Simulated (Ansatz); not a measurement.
**Fields on a plane of KBr (rock salt)**

```xyz
2
Lattice="0.0000 3.2748 3.2748 3.2748 0.0000 3.2748 3.2748 3.2748 0.0000" Properties=species:S:1:pos:R:3 pbc="T T T"
Br     0.0000     0.0000     0.0000
K      3.2748     3.2748     3.2748
```

The slice is a {110} plane (indices of the conventional cell) through the point (0.500, 0.500, 0.500) (fractional), spanned by u = [100] and v = [1 -1 -1] in vectors of this cell: u (4.63 Å) and v (6.55 Å, at 90° to u). It covers one period; positions are fractions (u, v).

Atoms on it: Br at (0.00, 0.50); K at (0.00, 0.00).

All values below come from PBEsol (plane waves to 420 eV, PAW, scalar-relativistic; Ansatz, an electronic-structure program). k mesh 9×9×9. Near the nuclei the fields are pseudised (PAW); where an atom keeps semicore shells as valence, they peak there. KBr was relaxed with its symmetry unable to fall.

```
v \ u  0.00  0.14  0.29  0.43  0.57  0.71  0.86
-----  ----  ----  ----  ----  ----  ----  ----
0.90    0.3  -0.2  -1.4  -1.9  -1.9  -1.4  -0.2
0.80   -1.0  -1.3  -1.9  -2.1  -2.1  -1.9  -1.3
0.70   -0.6  -0.9  -1.4  -2.0  -2.0  -1.4  -0.9
0.60    0.1  -0.1  -0.9  -1.7  -1.7  -0.9  -0.1
0.50   -1.2   0.1  -0.7  -1.6  -1.6  -0.7   0.1
0.40    0.1  -0.1  -0.9  -1.7  -1.7  -0.9  -0.1
0.30   -0.6  -0.9  -1.4  -2.0  -2.0  -1.4  -0.9
0.20   -1.0  -1.3  -1.9  -2.1  -2.1  -1.9  -1.3
0.10    0.3  -0.2  -1.4  -1.9  -1.9  -1.4  -0.2
0.00    0.6   0.3  -1.1  -1.7  -1.7  -1.1   0.3
```

Values: log₁₀ of the valence density in e/Å³. The scale is logarithmic, as a density can span decades between atoms and voids.

```
|xx97100000179x|
|99940000000499|
|87400000000047|
|00000000000000|
|11100000000011|
|88753000003578|
|99986200026899|
|89997400047999|
|xx99850005899x|
|xx89850005898x|
|xx99850005899x|
|89997400047999|
|99986200026899|
|88753000003578|
|11100000000011|
|00000000000000|
|87400000000047|
|99940000000499|
|xx97100000179x|
|xx98100000189x|
```
Scale: ten equal steps from 0.01 (start of '0') to 0.88 (end of '9'), in the order '0123456789'. Values: electron localisation function (ELF). The map has 14 points along u (one character each, u = 0 at the left) and 20 along v (v = 0 in the bottom row). Points within 0.5 Å of a nucleus are blanked (x), as the pseudised field means little there.
